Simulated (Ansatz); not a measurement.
Notes on AlCl2

```yaml
crystal:
  lattice:
    - [0.00000, 0.00000, 5.42255]
    - [5.44799, 0.00000, 0.00000]
    - [2.72399, 5.08945, -2.71128]
  atoms:
    - { symbol: Cl, position: [0.11501, 0.09919, 0.23002] }
    - { symbol: Cl, position: [0.88499, 0.90081, 0.76998] }
    - { symbol: Cl, position: [0.38499, 0.32921, 0.76998] }
    - { symbol: Cl, position: [0.61501, 0.67079, 0.23002] }
    - { symbol: Al, position: [0.25000, 0.00000, 0.00000] }
    - { symbol: Al, position: [0.75000, 0.00000, 0.00000] }
```

Single point in Ansatz 0.2.0 with PBE, no spin polarisation. Cutoff 420 eV, PAW datasets, 7×7×7 Γ-centred k mesh, fermi-dirac filling (width 0.1 eV).

Stress: The pressure is 13.1 GPa (compression positive), so with the atoms held at these fractions the cell would first expand; the forces are large, so a full relaxation may end otherwise. The principal stresses 10.8, 10.8, 17.5 GPa differ, so its shape would change too.
Charges: Bader charges in e: Al +2.20, Cl -1.10. In the mean Al gives up most and Cl takes most.
Formation energy: -0.23 eV an atom against the elements' usual phases (free molecules for gases, crystals otherwise, with no correction for O₂ or N₂), so it is bound against them; other compounds may still compete. Relaxing would lower it.
Forces: The largest is on Cl1 (and as large on other atoms): 2.92 eV/Å, components (2.06, 2.07, 0.00). It makes 141° with the line to a nearest neighbour, Al5 at 2.14 Å, pointing away from it.
Electronic structure: It is a metal, with about 5.2 states/eV a cell as the mean within 0.25 eV of the Fermi level, mostly Al p (32 %), Al s (26 %) and Cl p (17 %).

Origin: a known structure type with other elements, at an estimated volume, so it need not be a known compound. Caveats: many states at the Fermi level without spin polarisation, so a magnetic state may lie lower; atoms or cell far from equilibrium.
